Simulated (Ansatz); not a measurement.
La:
```
La
1.0
    0.00000     3.33886     3.33886
    3.33886     0.00000     3.33886
    3.33886     3.33886     0.00000
La
2
Direct
  0.00000   0.00000   0.00000
  0.25000   0.25000   0.25000
```

Relaxed with PBE. Special points in fractions of this cell's reciprocal vectors: Γ (0.000, 0.000, 0.000); X (0.500, 0.000, 0.500); U (0.625, 0.250, 0.625); K (0.375, 0.375, 0.750); L (0.500, 0.500, 0.500); W (0.500, 0.250, 0.750).

Question: List the band energies nearest the Fermi level at these points for the program Ansatz at the PBE level (PAW).

Answer: In eV from the Fermi level; about four levels below and three above (degenerate sets whole), none deeper than 8.9 eV; points with the same levels are listed once.

```csv
k,below,above
Γ,-2.36 -0.73 -0.73,0.89 0.89 0.89
X,-1.70 -1.70 -0.12 -0.12,0.74 0.74 1.71 1.71
U,-2.02 -1.34 -0.64,0.63 0.93 0.96
L,-1.16 -0.60 -0.60 -0.20,0.06 0.06 1.65 1.65
W,-1.86 -1.86,0.07 0.07 1.19 1.19
```

Space group Fd-3m (diamond). The start of the workflow was typed in or built on a structure type; neither database checked (COD, Materials Project) lists it. It is not the phase usual at ambient conditions (space group No. 194). The cell was relaxed with PBE under the symmetry of its start; whether a distortion lowers the energy is not shown. The volume moved by -37 % from the start of the relaxation. Spin–orbit coupling is left out wherever it is not named.

Potentials: the earlier of the program's two PAW sets.
